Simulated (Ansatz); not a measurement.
Theory: Ansatz, DFT PBEsol, scalar-relativistic, plane waves, PAW.

Structure of CaGe2Au2:

```
Ca Ge Au
1.0
    -2.21533    2.21533    5.12082
     2.21533   -2.21533    5.12082
     2.21533    2.21533   -5.12082
Ca Ge Au
1 2 2
Cartesian
  0.0000 0.0000 0.0000
  0.0000 0.0000 3.9030
  0.0000 0.0000 6.3387
  0.0000 2.2153 2.5604
  2.2153 0.0000 2.5604
```

Cutoff 420 eV; k points 12×12×12 on the computed 5-atom cell (Γ-centred); Gaussian smearing, width 0.10 eV; no spin polarisation.

Levels along Γ–X–P–N–Γ–M–S | S0–Γ | X–R | G–M, in eV from the Fermi level, sorted by energy at each point. Points in fractions of the primitive reciprocal vectors: Γ (0.000 0.000 0.000), X (0.000 0.000 0.500), P (0.250 0.250 0.250), N (0.000 0.500 0.000), M (0.500 0.500 -0.500), S (0.297 0.703 -0.297), S0 (-0.297 0.297 0.297), R (-0.094 0.094 0.500), G (0.500 0.500 -0.094).
| point | k (1/Å, with 2π) | band 35 | band 36 | band 37 | band 38 | band 39 | band 40 | band 41 |
| --- | --- | --- | --- | --- | --- | --- | --- | --- |
| Γ | 0.000 | -3.15 | -1.45 | -1.45 | 0.64 | 0.92 | 0.92 | 1.03 |
| - | 0.143 | -3.40 | -1.71 | -1.51 | 0.07 | 0.57 | 1.57 | 1.63 |
| - | 0.286 | -3.58 | -2.00 | -1.67 | -0.54 | 0.05 | 2.40 | 2.73 |
| - | 0.430 | -3.37 | -2.15 | -1.78 | -1.10 | -0.36 | 2.91 | 3.20 |
| - | 0.573 | -3.48 | -2.25 | -1.67 | -1.61 | -0.78 | 2.71 | 3.21 |
| - | 0.716 | -3.83 | -2.31 | -2.08 | -1.39 | -1.36 | 2.44 | 2.88 |
| - | 0.860 | -3.77 | -2.45 | -2.35 | -2.09 | -1.10 | 2.42 | 2.70 |
| X | 1.003 | -3.37 | -2.61 | -2.59 | -2.36 | -0.97 | 2.22 | 3.18 |
| - | 1.047 | -3.36 | -2.60 | -2.59 | -2.35 | -0.99 | 2.17 | 3.21 |
| - | 1.090 | -3.33 | -2.60 | -2.59 | -2.31 | -1.06 | 2.06 | 3.31 |
| - | 1.134 | -3.29 | -2.60 | -2.59 | -2.24 | -1.17 | 1.93 | 3.45 |
| - | 1.178 | -3.25 | -2.59 | -2.59 | -2.15 | -1.30 | 1.80 | 3.50 |
| - | 1.222 | -3.21 | -2.59 | -2.59 | -2.03 | -1.44 | 1.70 | 3.53 |
| - | 1.266 | -3.19 | -2.59 | -2.59 | -1.90 | -1.60 | 1.64 | 3.54 |
| P | 1.310 | -3.18 | -2.59 | -2.59 | -1.75 | -1.75 | 1.62 | 3.55 |
| - | 1.411 | -3.32 | -2.56 | -2.46 | -1.73 | -1.60 | 1.67 | 3.46 |
| - | 1.512 | -3.58 | -2.50 | -2.20 | -1.59 | -1.23 | 1.76 | 3.39 |
| - | 1.613 | -3.83 | -2.47 | -1.86 | -1.25 | -0.73 | 1.79 | 3.33 |
| - | 1.715 | -4.03 | -2.48 | -1.45 | -0.68 | -0.19 | 1.73 | 3.02 |
| - | 1.816 | -4.10 | -2.50 | -1.01 | 0.06 | 0.32 | 1.65 | 2.67 |
| - | 1.917 | -4.09 | -2.52 | -0.63 | 0.68 | 0.85 | 1.61 | 2.38 |
| N | 2.019 | -4.09 | -2.52 | -0.46 | 0.81 | 1.29 | 1.80 | 2.26 |
| - | 2.129 | -4.07 | -2.53 | -0.45 | 0.33 | 1.59 | 1.77 | 2.19 |
| - | 2.239 | -4.03 | -2.57 | -0.45 | -0.18 | 1.20 | 1.94 | 2.33 |
| - | 2.350 | -3.87 | -2.71 | -0.51 | -0.46 | 0.88 | 1.76 | 2.53 |
| - | 2.460 | -3.27 | -2.95 | -0.72 | -0.45 | 0.75 | 1.56 | 2.57 |
| - | 2.570 | -3.30 | -2.47 | -1.03 | -0.18 | 0.79 | 1.35 | 2.12 |
| - | 2.681 | -3.27 | -1.78 | -1.32 | 0.24 | 0.88 | 1.13 | 1.45 |
| Γ | 2.791 | -3.15 | -1.45 | -1.45 | 0.64 | 0.92 | 0.92 | 1.03 |
| - | 2.879 | -3.15 | -1.49 | -1.49 | 0.51 | 1.02 | 1.02 | 1.23 |
| - | 2.966 | -2.90 | -1.60 | -1.60 | 0.34 | 1.28 | 1.28 | 1.62 |
| - | 3.054 | -2.34 | -1.73 | -1.73 | 0.20 | 1.68 | 1.68 | 2.09 |
| - | 3.142 | -1.85 | -1.85 | -1.70 | 0.11 | 2.07 | 2.14 | 2.14 |
| - | 3.229 | -1.94 | -1.94 | -1.00 | 0.05 | 2.06 | 2.42 | 2.63 |
| - | 3.317 | -2.00 | -2.00 | -0.26 | 0.01 | 1.60 | 2.04 | 3.05 |
| M | 3.405 | -2.02 | -2.02 | 0.00 | 0.27 | 1.05 | 2.04 | 3.12 |
| - | 3.487 | -2.25 | -1.93 | 0.13 | 0.33 | 1.01 | 2.13 | 3.10 |
| - | 3.569 | -2.76 | -1.73 | 0.16 | 0.64 | 0.89 | 2.42 | 2.85 |
| - | 3.652 | -3.32 | -1.49 | 0.10 | 0.66 | 0.95 | 2.60 | 2.66 |
| - | 3.734 | -3.84 | -1.25 | -0.05 | 0.35 | 1.18 | 2.43 | 2.48 |
| - | 3.816 | -4.18 | -1.03 | -0.27 | -0.04 | 1.38 | 2.31 | 2.47 |
| - | 3.899 | -4.41 | -0.84 | -0.52 | -0.45 | 1.57 | 2.25 | 2.56 |
| S | 3.981 | -4.46 | -0.86 | -0.76 | -0.66 | 1.78 | 2.17 | 2.22 |
| S0 | 3.981 | -4.46 | -0.86 | -0.76 | -0.66 | 1.78 | 2.17 | 2.22 |
| - | 4.101 | -4.34 | -1.46 | -1.03 | -0.43 | 1.56 | 2.10 | 2.23 |
| - | 4.221 | -4.14 | -2.03 | -1.17 | -0.20 | 0.95 | 2.31 | 2.31 |
| - | 4.342 | -3.94 | -2.56 | -1.13 | 0.05 | 0.33 | 2.21 | 2.42 |
| - | 4.462 | -3.73 | -2.99 | -0.90 | -0.27 | 0.32 | 1.91 | 2.47 |
| - | 4.582 | -3.65 | -2.67 | -0.82 | -0.46 | 0.59 | 1.59 | 2.14 |
| - | 4.702 | -3.31 | -1.88 | -1.26 | 0.12 | 0.82 | 1.27 | 1.44 |
| Γ | 4.823 | -3.15 | -1.45 | -1.45 | 0.64 | 0.92 | 0.92 | 1.03 |
| X | 4.823 | -3.37 | -2.61 | -2.59 | -2.36 | -0.97 | 2.22 | 3.18 |
| - | 4.850 | -3.38 | -2.59 | -2.59 | -2.35 | -0.96 | 2.22 | 3.18 |
| - | 4.876 | -3.41 | -2.58 | -2.55 | -2.33 | -0.94 | 2.22 | 3.18 |
| - | 4.903 | -3.46 | -2.58 | -2.48 | -2.29 | -0.91 | 2.22 | 3.17 |
| - | 4.930 | -3.51 | -2.58 | -2.40 | -2.23 | -0.86 | 2.23 | 3.17 |
| - | 4.957 | -3.57 | -2.58 | -2.31 | -2.16 | -0.81 | 2.24 | 3.17 |
| - | 4.984 | -3.63 | -2.57 | -2.20 | -2.07 | -0.74 | 2.25 | 3.17 |
| R | 5.010 | -3.68 | -2.57 | -2.09 | -1.98 | -0.66 | 2.25 | 3.16 |
| G | 5.010 | -3.68 | -2.57 | -2.09 | -1.98 | -0.66 | 2.25 | 3.16 |
| - | 5.127 | -3.82 | -2.54 | -1.56 | -1.46 | -0.22 | 2.32 | 3.15 |
| - | 5.243 | -3.72 | -2.50 | -0.97 | -0.84 | 0.34 | 2.44 | 3.01 |
| - | 5.360 | -3.43 | -2.45 | -0.38 | -0.21 | 0.97 | 2.63 | 2.64 |
| - | 5.476 | -3.03 | -2.38 | 0.11 | 0.34 | 1.65 | 1.89 | 2.43 |
| - | 5.593 | -2.58 | -2.29 | 0.34 | 0.74 | 1.06 | 2.33 | 2.49 |
| - | 5.709 | -2.19 | -2.14 | 0.32 | 0.33 | 0.97 | 2.21 | 2.94 |
| M | 5.825 | -2.02 | -2.02 | 0.00 | 0.27 | 1.05 | 2.04 | 3.12 |

Spin-orbit coupling is left out, which matters for the bands of heavy elements.

Cost: 1 run of about 3.4 core-minutes, on Arm Neoverse V1 (shared hosts).